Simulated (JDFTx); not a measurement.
System: TiSi2(010) (Cmcm bulk; lattice of mp-1077503, not re-optimised at this level), 1x1 cell of 12 atoms in 10 planes (Si outermost, slab composition Ti4Si8), area 12.59 Å² a face, 11.7 Å between the outermost planes in a cell 27.9 Å high; k mesh 6×6×1, Fermi width 0.01 Ha, no spin polarisation. Whether this polymorph is the ambient one wasn't checked. Neither spin polarisation nor a larger cell was tried.

Method: PBE, GBRV ultrasoft potentials, plane waves to 20/100 Ha, in JDFTx (a modified build). Liquid on both sides: CANDLE, water, 2 M NaF; nuclei fixed. At negative charge CANDLE's numbers also depend on the cell height, by up to tenths of a volt.

Charging data:

```tsv
U − U_pzc (V)	σ (μC/cm²)
-0.17	-2.70
0.00	0.00
0.28	3.96
0.29	4.00
0.88	13.36
```

Working it through: a check of Lippmann's equation. The grand free energy per area against the neutral slab, Δγ = [F(N) − F(N₀) − μ(N − N₀)]/2A, is taken from the total energies of the same runs.

```
U − U_pzc (V)  Δγ (mJ/m²)
-------------  ----------
-0.17                -2.1
0.00                  0.0
0.28                 -5.5
0.29                 -5.6
0.88                -56.8
```

Δγ is largest at zero charge and falls away from it, as dγ/dU = −σ demands. At 0.88 V the computed -56.8 mJ/m² stands beside -59.0 mJ/m² from the constant-capacitance formula.
